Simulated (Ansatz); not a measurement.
**Al: two-dimensional strain map**

Computed with DFT LDA, scalar-relativistic, plane waves, PAW in Ansatz 0.2.0. Settings: plane waves to 350 eV, k-mesh 10×10×10 (Γ-centred), Gaussian smearing 0.15 eV. The mesh is coarse. No spin polarisation. Energies are free energies at this smearing, counted from the undisturbed cell; pressure is positive in compression.

Zero of the scan (as given, not relaxed at this level; it stands at 1.0 GPa; this bcc form isn't the usual structure):

```
Al
1.0
    -1.59122    1.59122    1.59122
     1.59122   -1.59122    1.59122
     1.59122    1.59122   -1.59122
Al
1
Cartesian
  0.0000 0.0000 0.0000
```

The cell is strained by p along both x and y and by q along z, fractional coordinates fixed. Points are written (p, q).

p was sampled at -0.050, -0.025, 0.000, 0.025, 0.050 and q at -0.050, -0.025, 0.000, 0.025, 0.050.

Where on the computed points is the energy highest, and how high?

At (-0.050, -0.050): 120.7 meV/atom.

Away from (0, 0), which computed point is lowest?

(-0.025, 0.050): -4.7 meV/atom.

The map, in meV/atom:

```
 p \ q  -0.050  -0.025  0.000  0.025  0.050
-0.050   120.7    83.9   54.4   24.6    1.9
-0.025    55.6    32.0   15.4    5.0   -4.7
 0.000    21.9     6.0    0.0   -0.4    3.7
 0.025    11.7     5.6    5.4   13.4   25.5
 0.050    13.3    24.0   30.8   43.2   62.0
```

Cost: 25 runs of about 0.24 core-minutes in all, on Intel Xeon Platinum 8375C (Ice Lake) (shared hosts).